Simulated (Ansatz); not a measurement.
TiGa3:
```cif
data_Ga6Ti2
_chemical_formula_sum 'Ga6 Ti2'
_space_group_name_H-M_alt 'I4/mmm'
_space_group_IT_number 139
_space_group_name_Hall '-I 4 2'
_cell_length_a 3.76128
_cell_length_b 3.76128
_cell_length_c 8.73169
_cell_angle_alpha 90.000
_cell_angle_beta 90.000
_cell_angle_gamma 90.000
loop_
_atom_site_label
_atom_site_type_symbol
_atom_site_symmetry_multiplicity
_atom_site_Wyckoff_symbol
_atom_site_fract_x
_atom_site_fract_y
_atom_site_fract_z
_atom_site_occupancy
Ga1 Ga 2 b 0.00000 0.00000 0.50000 1
Ga2 Ga 4 d 0.00000 0.50000 0.25000 1
Ti1 Ti 2 a 0.00000 0.00000 0.00000 1
```
(The calculation used a cell of 4 atoms; values per cell refer to that cell.)

Relaxed with r²SCAN.

Task: Tabulate the valence density and the electron localisation function along the shortest Ga–Ga contact (2.66 Å), the program Ansatz at the r²SCAN level (PAW).

Result: 

| distance from Ga (Å) | density (e/Å³) | ELF |
|---|---|---|
| 0.27 | 23.99 | 0.03 |
| 0.40 | 9.70 | 0.04 |
| 0.53 | 3.33 | 0.10 |
| 0.66 | 1.29 | 0.19 |
| 0.80 | 0.68 | 0.26 |
| 0.93 | 0.45 | 0.28 |
| 1.06 | 0.34 | 0.33 |
| 1.20 | 0.29 | 0.42 |
| 1.33 | 0.28 | 0.47 |
| 1.46 | 0.29 | 0.42 |
| 1.60 | 0.34 | 0.33 |
| 1.73 | 0.45 | 0.28 |
| 1.86 | 0.68 | 0.26 |
| 1.99 | 1.29 | 0.19 |
| 2.13 | 3.33 | 0.10 |
| 2.26 | 9.70 | 0.04 |
| 2.39 | 23.99 | 0.03 |

The density is the valence pseudo-density with augmentation charge, so density and ELF within about 1 Å of a nucleus are not all-electron values.

The workflow started from an entry of the Crystallography Open Database (COD). Its standing as an ambient phase is unchecked. The r²SCAN relaxation kept the symmetry of its start; its stability against distortions is not shown here. No spin polarisation was allowed.

Potentials: the later of the program's two PAW sets.
